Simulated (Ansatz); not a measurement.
Si built on the diamond prototype, relaxed with r2SCAN, was run in Ansatz 0.2.0 under altered settings. All numbers are computed, without spin polarisation but where a row says otherwise.

```
CELL_PARAMETERS angstrom
0.00000 2.72212 2.72212
2.72212 0.00000 2.72212
2.72212 2.72212 0.00000
ATOMIC_POSITIONS crystal
Si 0.00000 0.00000 0.00000
Si 0.25000 0.25000 0.25000
```

The base run's other keys:
```yaml
kpoints:
  mp_grid: { grid: [6, 6, 6] }
hamiltonian:
  xc: pbe
scf:
  occupations: { method: fixed }
  n_extra_bands: 4
```

It takes 6 iterations with 749 plane waves at 420 eV and 16 k points, and leaves a mean stress of +1.38 GPa. The gap over this mesh is 0.720 eV. It ran on 4 threads of Arm Neoverse N1, with other jobs on the host.

Outcomes, with energy and stress as changes against the base:
```tsv
setting	outcome	ΔF (meV/atom)	Δ mean stress (GPa)	gap on the mesh (eV)	iterations	wall time
scf.occupations: gaussian 0.2	converged	0.0	0.00	0.720	6	0.5 s
scf.occupations: gaussian 0.5	converged	-1.9	-0.07	0.723	6	0.5 s
hamiltonian.dispersion: d3bj	converged	-312	-2.43	0.720	6	0.5 s
kpoints.mp_grid.grid: [2, 2, 2]	converged	+1258	+7.67	0.612	6	0.41 s
basis.ecutwfc: 750	converged	-0.3	0.00	0.721	6	0.75 s
accuracy: low	converged	0.0	0.00	0.720	6	0.5 s
scf.convergence.dr2_threshold: 0.0001	converged, warned	0.0	0.0	0.720	6	0.52 s
scf.occupations: methfessel_paxton 0.5	converged	+2.1	+0.01	0.720	5	0.47 s
scf.mixing.ndim: 1	converged	0.0	0.00	0.720	12	0.62 s
scf.occupations: cold 0.2	converged	0.0	0.00	0.720	7	0.57 s
scf.occupations: methfessel_paxton 0.2	converged	0.0	0.00	0.720	5	0.48 s
accuracy: high	converged	0.0	0.00	0.720	6	0.56 s
basis.ecutwfc: 160	converged, warned	+274	+2.11	0.627	6	0.34 s
```
A dash marks a value that wasn't obtained or can't be compared. Stress is positive in compression. The base took 0.51 s.

- scf.occupations: gaussian 0.5. The free energy moves by -1.9 meV an atom, the mean stress by -0.07 GPa and the gap on the mesh by +0.003 eV (to 0.723). The term −TS is -7.8 meV an atom. The width begins to be felt.
- hamiltonian.dispersion: d3bj. The free energy moves by -312 meV an atom, the mean stress by -2.43 GPa and the gap on the mesh by 0.000 eV (to 0.720). A pairwise correction adds to energy, forces and stress and leaves the bands alone.
- kpoints.mp_grid.grid: [2, 2, 2]. The free energy moves by +1258 meV an atom, the mean stress by +7.67 GPa and the gap on the mesh by -0.109 eV (to 0.612). The mesh is too coarse.
- scf.convergence.dr2_threshold: 0.0001. It converges in 6 iterations, as the base does. Even so loose a threshold leaves the results unchanged here, which can't be counted on. Warned: force scf threshold loose, stress scf threshold loose.
- basis.ecutwfc: 160. 169 plane waves in place of 749. The free energy moves by +274 meV an atom, the mean stress by +2.11 GPa and the gap on the mesh by -0.093 eV (to 0.627). The basis is too small: these are errors of the cutoff. Warned: cutoff below recommended.

Within 1 meV an atom, 0.1 GPa and 0.005 eV of the base stay: scf.occupations: gaussian 0.2; basis.ecutwfc: 750; accuracy: low; scf.convergence.dr2_threshold: 0.0001; scf.mixing.ndim: 1; scf.occupations: cold 0.2; scf.occupations: methfessel_paxton 0.2; accuracy: high.
